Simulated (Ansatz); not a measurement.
PtSe₂: pressure against volume

PtSe₂, P-3m1, a = 3.739 Å, c = 4.637 Å. Ansatz: PBEsol+D3(BJ), PAW, 420 eV, Γ-centred 12×12×8 mesh on 3 atoms, Gaussian smearing 0.10 eV; no spin polarisation. Shape and atoms are relaxed at each volume; pressure is positive in compression.

| V (Å³/atom) | P (GPa) |
| --- | --- |
| 16.465 | ? |
| 17.026 | 10.87 |
| 17.587 | 6.46 |
| 18.149 | 2.82 |
| 18.710 | 0.00 |
| 19.271 | -2.21 |
| 19.832 | -3.74 |
| 20.581 | -4.76 |

Take V0 = 18.710 Å³/atom, fit the third-order Birch–Murnaghan form to the other rows, and predict the missing pressure.

With the Eulerian strain f = ½[(V0/V)^(2/3) − 1] and y = P/[3f(1 + 2f)^(5/2)], the form is the line y = B0 + 1.5 B0 (B0′ − 4) f. Rows (f, y): 0.03245, 95.4; 0.02106, 92.2; 0.01025, 87.2; -0.00975, 79.4; -0.01904, 72.1; -0.03078, 60.4. Means f = 0.0006983, y = 81.117; Σ(Δf)² = 0.003004, ΣΔfΔy = 1.585; the slope is their ratio. y = 80.75 + 527.8 f GPa, so B0 = 80.8 GPa and B0′ = 4 + 2 × (527.8)/(3 × 80.75) = 8.36. At V = 16.465, f = 0.04448, y = 104.23 and P = 17.21 GPa. The run gave 16.36 GPa, so the fit is 0.85 GPa too high, 4 % of the span of the series, against an rms of 0.18 GPa on the fitted rows. The row lies outside the fitted range. A fourth-order term fitted to the same rows gives P = 15.73 GPa at this row's volume (the line 17.21, the run 16.36), which recovers part of the miss. A B0′ outside 2 to 8 is unusual except in layered or molecular crystals, and here it hangs on few rows.

Spin–orbit coupling is left out, which can shift energies with elements as heavy as these.

Cost: 8 runs of about 3.5 core-minutes in all, on Intel Xeon 6975P-C (Granite Rapids) (shared hosts).